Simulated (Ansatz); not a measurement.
Input:

MgS in space group Pm-3n (No. 223; Mg on 6c, S on 6d), a = 6.9464 Å, b = 6.9464 Å, c = 6.9464 Å, α = 90.00°, β = 90.00°, γ = 90.00°.

This is the r²SCAN-relaxed structure.

Task: All from r²SCAN (plane waves, PAW; program Ansatz), unless another level is named. Estimate the hole effective mass, band 1 of 3 at the edge.

Result: 22 along [100], 22 along [110], 0.80 along [111] (mₑ).

Task: Predict the band gap.

Result: 3.57 eV (direct).

Task: Predict the HSE06 gap on the r²SCAN cell.

Result: 4.07 eV.

Task: Predict the hole effective mass, band 3 of 3 at the edge.

Result: 0.23 along [100], 0.40 along [110], 0.52 along [111] (mₑ).

Task: Next, the valence-band maximum?

Result: at Γ.

The start of the workflow was typed in or built on a structure type; neither database checked (COD, Materials Project) lists it. COD files the formula under space group No. 225. Whether it is the stable phase at ambient conditions was not checked. The cell was relaxed with r²SCAN under the symmetry of its start; whether a distortion lowers the energy is not shown.

Potentials: the earlier of the program's two PAW sets.
